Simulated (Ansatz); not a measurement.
Relaxed CuAu (CuAu type, space group P4/mmm):

```yaml
crystal:
  lattice:
    - [2.86058, 0.00000, 0.00000]
    - [0.00000, 2.86058, 0.00000]
    - [0.00000, 0.00000, 3.55181]
  atoms:
    - { symbol: Cu, position: [0.50000, 0.50000, 0.50000] }
    - { symbol: Au, position: [0.00000, 0.00000, 0.00000] }
```

Scan: atom 2 (Au, nearest neighbour Cu at 2.692 Å; its periodic images, 2.9 Å or more away, move with it) is displaced along Cartesian x, direction (1.000, 0.000, 0.000) in Cartesian axes, by s. The other atoms stay.

Computed with r2SCAN (plane waves to 500 eV, PAW, scalar-relativistic; Ansatz, a program for electronic structure). k mesh 13×13×11 (Γ-centred), Fermi-Dirac smearing 0.05 eV. Energies are smeared free energies. Compression counts positive. With partly filled bands, energies and forces of such displacements shift with the k mesh and the smearing. On this mesh the relaxed cell isn't quite at rest: it carries a pressure of -0.1 GPa (compression positive) at the zero of the scan. CuAu is run without spin polarisation. CuAu was relaxed with its symmetry unable to fall. Spin-orbit coupling is left out, though Au is heavy. ΔE is measured from the undisplaced structure.

```csv
s (Å),P (GPa),ΔE (meV/cell)
-0.270,3.4,137
-0.216,2.1,___
-0.162,1.1,50
-0.108,0.4,___
-0.054,0.0,6
0.000,-0.1,0
0.054,0.0,6
0.108,0.4,___
0.162,1.1,50
0.216,2.1,___
0.270,3.4,137
```

Question: Complete the blanks.

Answer: 
- -0.216, ΔE (meV/cell): 88
- -0.108, ΔE (meV/cell): 22
- 0.108, ΔE (meV/cell): 22
- 0.216, ΔE (meV/cell): 88

(For displaced atoms, the force is minus the slope of the energy, and its curvature is a force constant, which sets phonon frequencies.)
